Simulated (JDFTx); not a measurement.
- surface = TiSi2(110), Si outermost, slab composition Ti4Si10
- bulk = TiSi2, Cmcm, lattice of mp-1077503 (not re-optimised)
- slab = 14 atoms in 14 planes, 1x1, 7.4 Å between the outermost planes
- in-plane cell = 3.565 × 6.986 Å, 24.91 Å²
- cell height = 23.2 Å
- sampling = 6×4×1 k mesh, Fermi smearing 0.01 Ha, no spin polarisation

Whether this polymorph is the ambient one wasn't checked. Neither spin polarisation nor a larger cell was tried.

Final geometry:
```
14
Lattice="3.565 0.000 0.000 0.000 6.986 0.000 0.000 0.000 23.200" Properties=species:S:1:pos:R:3 pbc="T T F"
Si     0.891     3.323     7.902
Si     2.674     1.810     8.228
Si     0.891     6.508     9.039
Si     2.674     6.962    10.745
Si     0.891     4.450    11.401
Si     2.674     2.926    11.799
Si     0.891     0.414    12.455
Si     2.674     0.868    14.161
Si     0.891     5.567    14.972
Si     2.674     4.053    15.298
Ti     2.674     4.591     9.540
Ti     0.891     1.893    10.244
Ti     2.674     5.483    12.956
Ti     0.891     2.785    13.660
```

Method: PBE, GBRV ultrasoft potentials, plane waves to 20/100 Ha, in JDFTx (a modified build). Liquid on both sides: SCCS (g09 parameters), water, 1 M NaCl; nuclei fixed, outer atoms relaxed in vacuum. The electron chemical potential μ is absolute (zero in the bulk liquid) and is turned into a potential by U = −μ/e − 4.44 V vs SHE, a convention. The surface is an ideal bare cut with both faces alike: no reconstruction, overlayer or explicit solvent molecules.

Question: Predict the potential of zero charge and the surface charge against electrode potential.

Answer: The potential of zero charge is 0.40 V vs SHE.

| U (V vs SHE) | μ (eV) | excess electrons per cell | σ (μC/cm², per face) | run |
|---|---|---|---|---|
| 0.00 | -4.44 | 0.125 | -4.0 | fixed potential |
| 0.20 | -4.64 | 0.064 | -2.0 | fixed potential |
| 0.40 | -4.84 | 0.000 | 0.0 | neutral |
